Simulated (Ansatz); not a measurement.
AlNi (CsCl type)

```xyz
2
Lattice="2.8631 0.0000 0.0000 0.0000 2.8631 0.0000 0.0000 0.0000 2.8631" Properties=species:S:1:pos:R:3 pbc="T T T"
Al     0.0000     0.0000     0.0000
Ni     1.4316     1.4316     1.4316
```

In this cell atom 1 (Al, nearest neighbour Ni at 2.480 Å; its periodic images, 2.9 Å or more away, move with it) is moved by s along Cartesian [111], unit vector (0.577, 0.577, 0.577); all other atoms and the cell stay fixed.

The numbers are results of r2SCAN (plane waves to 500 eV, PAW, scalar-relativistic; Ansatz, a first-principles code), not measurements. k mesh 13×13×13 (Γ-centred), Fermi-Dirac smearing 0.05 eV. E stands for the smeared free energy. Left out: 2 of 11 points, with atoms too close for the PAW data. With partly filled bands, energies and forces of such displacements shift with the k mesh and the smearing. AlNi is run without spin polarisation. AlNi was relaxed with its symmetry unable to fall. The zero of ΔE is the undisplaced structure. The last digit holds for this mesh only.

```json
[
 {"s (Å)": "-0.592", "ΔE (meV/cell)": "1612.1"},
 {"s (Å)": "-0.444", "ΔE (meV/cell)": "withheld"},
 {"s (Å)": "-0.296", "ΔE (meV/cell)": "310.4"},
 {"s (Å)": "-0.148", "ΔE (meV/cell)": "72.5"},
 {"s (Å)": "0.000", "ΔE (meV/cell)": "0.0"},
 {"s (Å)": "0.148", "ΔE (meV/cell)": "72.5"},
 {"s (Å)": "0.296", "ΔE (meV/cell)": "310.4"},
 {"s (Å)": "0.444", "ΔE (meV/cell)": "withheld"},
 {"s (Å)": "0.592", "ΔE (meV/cell)": "1612.1"}
]
```

Question: Fit an even polynomial form (powers 2, 4, 6) to the given rows and predict ΔE at s = -0.444.

Answer: Least squares on the 7 given rows: ΔE = (3235)·s² + (3384)·s⁴ + (1457)·s⁶, in meV/cell with s in Å; root-mean-square residual 0.01 meV/cell. At -0.444 the fit gives 780.4 meV/cell; the calculation gives 780.3 meV/cell, so the interpolation is off by 0.1 (+0.0 %). The quadratic term alone would give 637.7 meV/cell.

(A displaced cell: forces are minus the slopes of the energy, force constants its curvatures, and phonons follow from these.)
